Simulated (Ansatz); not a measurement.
Method: Ansatz, DFT PBE, scalar-relativistic, plane waves, PAW. Settings: cutoff 420 eV, Γ-centred meshes spaced at most about 0.3 Å⁻¹, and about 0.25 Å⁻¹ or finer for metals (2π included), Gaussian smearing. No spin polarisation in the final relaxations.

Temperature and zero-point effects are left out.

Two forms of ZrIn2Se3 were relaxed alike.

A. Space group P-4m2 (No. 115), tetragonal, a = 3.895 Å, c = 10.493 Å. Around Zr lie 4 Se at 2.75 Å and 4 In at 3.36 Å; around In lie 4 Se at 3.17 Å, 2 Se at 3.36 Å, 2 Zr at 3.36 Å and 4 In at 3.90 Å; Se on its first site has 4 Se at 2.75 Å and 4 In at 3.17 Å; Se on its second site is surrounded by 4 Se at 2.75 Å and 4 In at 3.17 Å; around Se on its third site lie 4 Zr at 2.75 Å and 4 In at 3.36 Å.

B. Space group P-4m2 (No. 115), tetragonal, a = 3.917 Å, c = 9.210 Å. Around Zr lie 4 Se at 2.77 Å and 4 In at 3.40 Å; In has 4 Se at 2.83 Å, 1 Se at 3.07 Å, 2 Se at 3.40 Å and 2 Zr at 3.40 Å; Se on a site of symmetry 2mm is surrounded by 4 In at 2.83 Å and 1 In at 3.07 Å; Se on a site of symmetry -4m2 is surrounded by 4 Zr at 2.77 Å and 4 In at 3.40 Å.

Task: Which would you expect to be lower, and how large is the difference?

Result: B is lower, by 232 meV/atom. A has space group P-4m2 (No. 115), 26.5 Å³/atom and no gap on its mesh; B has space group P-4m2 (No. 115), 23.6 Å³/atom and no gap. Counting Se atoms around In and Zr (those within 1.25 times the shortest such distance or 1.15 times the sum of covalent radii, 1.27 where that leaves under three; a plus sign parts nearer from farther groups; the shortest distance is added where it exceeds 1.18 times the sum of covalent radii), A has Zr 4, In 6 from 3.2 Å and B has Zr 4, In 5+2. The denser one is the lower, and pressure would at first widen the difference. Both come from invented guesses. A third cell relaxed alike, in P4/mmm, lies 205 meV/atom below the lower of the two.

Cells relaxed within their symmetry can be saddle points.
